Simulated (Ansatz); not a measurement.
**Zr₃Al₂Sn₂: relaxation (Ansatz)**

The input file (Ansatz 0.2.0, plane waves):

```yaml
crystal:
  lattice:
    - [0.0, 0.0, 4.444461]
    - [4.013859, 0.0, 0.0]
    - [2.006929, 8.897462, -2.22223]
  atoms:
    - { symbol: Sn, position: [0.3584, 0.6416, 0.7168] }
    - { symbol: Sn, position: [0.6416, 0.3584, 0.2832] }
    - { symbol: Al, position: [0.4351, 0.0649, 0.8702] }
    - { symbol: Al, position: [0.5649, 0.9351, 0.1298] }
    - { symbol: Zr, position: [0.0, 0.5, 0.0] }
    - { symbol: Zr, position: [0.1832, 0.8168, 0.3664] }
    - { symbol: Zr, position: [0.8168, 0.1832, 0.6336] }
  symmetry: { tolerance: 0.0003 }
kpoints:
  mp_grid: { grid: [5, 5, 5], shift: [0, 0, 0] }
magnetization:
  spin_polarized: false
scf:
  occupations: { method: fermi_dirac }
  lower_state_search: "off"
hamiltonian:
  pseudopotentials: { kind: paw }
  xc: r2scan
basis:
  ecutwfc: 500
  fft_grid_basis: typed
relax:
  max_steps: 60
  cell: { p_target: 0.0 }
  f_tol: 0.03
output:
  forces: true
  stress: true
  eigenvalues: true
  bader: true
  populations: true
  elf: true
  write_potential: true
  volumetric_format: npy
  dos:
    e_range: [-12, 8]
    de: 0.05
    projected: { site_lists: { Al: [Al], Sn: [Sn], Zr: [Zr] } }
checkpoint:
  read: saved_state
```

Run with:

```bash
ansatz run input.yaml --threads 2 --pin off --max-ram 3584MiB --backend cpu --events-out ev --progress --plain --runs-dir out
```

Origin of the cell: a known structure type with other elements, at an estimated volume, so it need not be a known compound.

The smearing width isn't typed, so it takes its default of 0.1 eV.

The saved state is a converged single point of the same cell.

Steps («new basis» is an SCF on plane waves selected anew at the same cell):

```
step  ΔF (meV/atom)  max force component (eV/Å)  P (GPa)  volume (Å³)  SCF iterations   step was
   1            0.0                       2.932    -2.11       158.73               6   accepted
   2         -185.6                       0.792    -0.64       152.26               8   accepted
   3         -245.1                       0.122     0.60       148.68               7   accepted
   4         -264.3                       0.165    -0.05       147.48               8   accepted
   5         -264.7                       0.063    -0.04       147.37               6   accepted
   6         -264.7                       0.002     0.00       147.30               5   accepted
   7         -264.6                       0.002     0.01       147.30               6  new basis
```

The starting structure.

Space group Immm (No. 71); the run's cell has a = 4.444 Å, b = 4.014 Å, c = 9.388 Å, α = 77.66°, β = 103.69°, γ = 90.00°. Shortest distances: Al–Al 2.31 Å, Al–Sn 2.43 Å, Al–Zr 3.06 Å, Sn–Zr 3.08 Å.

After:

Space group Immm (No. 71); the run's cell has a = 3.784 Å, b = 4.221 Å, c = 9.647 Å, α = 77.36°, β = 101.31°, γ = 90.00°. Shortest distances: Al–Al 2.39 Å, Al–Sn 2.62 Å, Sn–Zr 2.93 Å, Al–Zr 3.01 Å, Zr–Zr 3.56 Å.

```
CELL_PARAMETERS angstrom
0.00000 0.00000 3.78393
4.22131 0.00000 0.00000
2.11065 9.22161 -1.89196
ATOMIC_POSITIONS crystal
Sn 0.35074 0.64926 0.70149
Sn 0.64926 0.35074 0.29851
Al 0.43512 0.06488 0.87024
Al 0.56488 0.93512 0.12976
Zr 0.00000 0.50000 0.00000
Zr 0.19169 0.80831 0.38338
Zr 0.80831 0.19169 0.61662
```

| Quantity | Value |
| --- | --- |
| Free energy lowered by | 264.6 meV/atom |
| Volume change | -7.20 % |
| Final pressure | 0.01 GPa |
| Relaxation steps listed | 7 |
| Formation energy (elements under the same functional, gases as molecules, uncorrected) | -0.441 eV/atom |
| Gap on the mesh | none (metal) |

Caveats: no moments, though an odd count or open d shells may carry them; the k mesh is coarse if the cell is a metal; the relaxation held the start's symmetry, so the end may be a saddle point.

It ran for 2.2 min on 2 threads of Arm Neoverse V2, with other jobs on the host, peak memory 0.88 GiB, from a saved density.
